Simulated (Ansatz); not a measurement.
AlP in space group P6_222 (No. 180; Al on 3d, P on 3c), PBEsol (plane waves, PAW; program Ansatz), all energies at zero smearing, with the estimated change up to a 700 eV cutoff added, with one set of potentials and settings (totals compare only within such a set). Cell of 6 atoms (3 Al, 3 P): -3796.189 eV.

```tsv
element	reference phase	E (eV/atom)
Al	Fm-3m, 1 atoms in the cell	-524.5512
P	Cmce, 4 atoms in the cell	-740.0363
```

Formation energy per atom, worked out: (-3796.189 − 3×(-524.5512) − 3×(-740.0363))/6 = -0.404 eV/atom (-39 kJ per mol of atoms), at 0 K, without zero-point energy or fitted corrections.

The start of the workflow was typed in or built on a structure type; neither database checked (COD, Materials Project) lists it. It is not the phase usual at ambient conditions (space group No. 216). The cell was relaxed with PBEsol under the symmetry of its start; its stability against distortions is not shown here. The references are the lowest solids computed at this level, not always the standard phases.

Potentials: the earlier of the program's two PAW sets. The files were generated under PBE; for other functionals the program regenerates the frozen cores, and for LDA and PBEsol the local potential too.
